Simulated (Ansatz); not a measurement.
The relaxed structure here is a generated cell of MgO: the first start was made by placing the elements on the sites of a structure type, and the end was not matched to a known phase here, so it may be hypothetical. Known forms of MgO include space group No. 225.

A structure of MgO relaxed with PBEsol (plane waves to 420 eV, PAW, scalar-relativistic; Ansatz, an electronic-structure program); single points at other levels follow on the same geometry (Ansatz, PAW; HSE06 at 420 eV on a 8×8×8 k-mesh; no spin-orbit coupling). Space group Pm-3m (No. 221).

```cif
data_MgO
_chemical_formula_sum 'Mg1 O1'
_space_group_name_H-M_alt 'P 1'
_space_group_IT_number 1
_cell_length_a 2.63334
_cell_length_b 2.63334
_cell_length_c 2.63334
_cell_angle_alpha 90.000
_cell_angle_beta 90.000
_cell_angle_gamma 90.000
loop_
_space_group_symop_operation_xyz
  'x, y, z'
loop_
_atom_site_label
_atom_site_type_symbol
_atom_site_fract_x
_atom_site_fract_y
_atom_site_fract_z
_atom_site_occupancy
Mg1 Mg 0.00000 0.00000 0.00000 1
O1 O 0.50000 0.50000 0.50000 1
```

| level | gap (eV) | kind | conduction minimum |
|---|---|---|---|
| PBEsol | 2.47 | indirect | Γ |
| HSE06 | (withheld) | – | (withheld) |

Task: Some entries are withheld; supply them.

Result: 
- HSE06, gap (eV): 4.08
- HSE06, conduction minimum: Γ

HSE06 gaps come from a coarse mesh plus a few chosen points, so they may be too large. No spin polarisation in the result.

The run could not lower the symmetry of its start; a shaken copy of this end point relaxes with PBEsol to P6₃/mmc (No. 194), 0.586 eV/atom lower.
